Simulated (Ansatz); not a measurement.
Crystals of one structure type (Cu3Au type) and one family of elements, relaxed and computed with LDA in the plane-wave PAW code Ansatz.

```csv
crystal,V (Å³/atom),B₀ by P(V) fit (GPa)
ScAl3,16.38,?
YAl3,18.30,85.0
Sc3Al,20.07,72.3
La3Ga,27.24,50.6
La3In,29.46,48.5
```

**Question.** Fit a straight line to ln B₀ against ln V and predict the withheld value.

**Answer.** Least squares on the 4 shown rows: ln B₀ = -1.18 × ln V + (7.847), with a scatter of 2.6 %. For ScAl3 this gives 94.4. The run itself gave 96.2, a miss of 1.9 % of that.

Standing as an ambient phase not checked: YAl3, Cu3Au type; Sc3Al, Cu3Au type; La3Ga, Cu3Au type; La3In, Cu3Au type. All cells were relaxed under the symmetry of their starts (and spin orders); stability against distortions was not tested throughout. Rows with no word on spin ran without spin polarisation. Scalar-relativistic: spin–orbit coupling is off unless named, which matters more the heavier the elements.

Potentials: the later of the program's two PAW sets.
